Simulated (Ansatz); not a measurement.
A geometry of Se away from equilibrium: the start of the relaxation of a generated trial cell of Se in the trigonal-Te structure type. Level of theory: PBE (plane waves to 420 eV, PAW, scalar-relativistic; Ansatz, an electronic-structure program). Γ-centred k-mesh 7×7×5 on the run's cell (coarser than for final values), Fermi–Dirac smearing 0.05 eV.

```xyz
3
Lattice="3.7729 0.0000 0.0000 -1.8865 3.2675 0.0000 0.0000 0.0000 5.0134" Properties=species:S:1:pos:R:3 pbc="T T T"
Se     0.9945     0.0000     1.6711
Se    -0.4973     0.8613     3.3422
Se     1.3892     2.4062     0.0000
```

**Question.** Give the Cartesian forces on all atoms (eV/Å).

**Answer.** 
```
atom     Fx     Fy    Fz
----  -----  -----  ----
Se1    0.46   0.00  0.00
Se2   -0.23   0.40  0.00
Se3   -0.23  -0.40  0.00
```

**Question.** What is the pressure?

**Answer.** +14.1 GPa, compression positive.

No spin polarisation in the result. No dispersion correction is included, so spacings between layers, chains or molecules are soft and tend to come out too large.

The run could not lose the symmetry of its start.
